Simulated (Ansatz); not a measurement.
Consider the following.

CuC6:
```cif
data_C6Cu
_chemical_formula_sum 'C6 Cu1'
_space_group_name_H-M_alt 'P 1'
_space_group_IT_number 1
_cell_length_a 4.26475
_cell_length_b 4.26475
_cell_length_c 5.46070
_cell_angle_alpha 90.000
_cell_angle_beta 90.000
_cell_angle_gamma 120.000
loop_
_space_group_symop_operation_xyz
  'x, y, z'
loop_
_atom_site_label
_atom_site_type_symbol
_atom_site_fract_x
_atom_site_fract_y
_atom_site_fract_z
_atom_site_occupancy
C1 C 0.33364 0.33364 0.00000 1
C2 C 0.33364 0.00000 0.00000 1
C3 C 0.66636 0.00000 0.00000 1
C4 C 0.66636 0.66636 0.00000 1
C5 C 0.00000 0.66636 0.00000 1
C6 C 0.00000 0.33364 0.00000 1
Cu1 Cu 0.00000 0.00000 0.50000 1
```

This is the PBE+D3(BJ)-relaxed structure.

**Question.** All from PBE+D3(BJ) (plane waves, PAW; program Ansatz), unless another level is named. Estimate the electronic character.

**Answer.** metallic (no gap).

**Question.** Give the formation energy from the elements (no fitted shifts).

**Answer.** 0.47 eV/atom.

**Question.** Next, the density of states at the Fermi level?

**Answer.** 0.20 states/eV per atom (mean over ±0.08 eV).

Space group P6/mmm. The start of the workflow was typed in or built on a structure type; neither database checked (COD, Materials Project) lists it. Whether it is the stable phase at ambient conditions was not checked. Symmetry was held in the PBE+D3(BJ) relaxation; its stability against distortions is not shown here. The run is not spin-polarised. Its formation energy is positive at this level, so the cell may be metastable or incomplete. The references are the lowest solids computed at this level, not always the standard phases.

Potentials: the earlier of the program's two PAW sets.
